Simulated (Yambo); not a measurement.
Yambo run on RbH (rock salt, space group Fm-3m, No. 225). The wavefunctions are norm-conserving PBEsol (Quantum ESPRESSO, 72 Ry, scalar-relativistic) ones on a 4×4×4 mesh (5 occupied bands); a = b = c = 4.248 Å, α = β = γ = 60.00°.

Yambo input:

```
rim_cut
gw0
dyson
el_el_corr
HF_and_locXC
ppa
em1d
RandQpts= 1000000
RandGvec= 1 Ry
EXXRLvcs= 72 Ry
VXCRLvcs= 288 Ry
Chimod= "HARTREE"
% BndsRnXp
 1 | 117 |
%
NGsBlkXp= 10 Ry
% LongDrXp
 1.0 | 1.0 | 1.0 |
%
PPAPntXp= 27.2114 eV
% GbndRnge
 1 | 37 |
%
GTermKind= "none"
DysSolver= "n"
ExtendOut
% QPkrange
 3 | 3 | 5 | 6 |
%
```

k points by index: 3 = L.

The o-*.qp file then holds:

```
#    K-point    Band    Eo [eV]    E [eV]    E-Eo [eV]    Vxc [eV]    Vnlxc [eV]    Sc|Eo [eV]    Sc|E [eV]    dSc/dw|Eo [eV]    Re(Z)    Im(Z)
#
    3    5    0.000000    -1.615506    -1.615506    -10.11585    -13.63309    1.518999    1.901737    -6.446267    0.808473    -0.001535
    3    6    2.723265    3.542414    0.819149    -6.581760    -2.832965    -2.791855    -2.929645    -4.576575    0.856026    -0.001217
```
(The two width columns are left out.) Convergence of these settings isn't established.

Geometry of the Materials Project entry, not relaxed at this level.
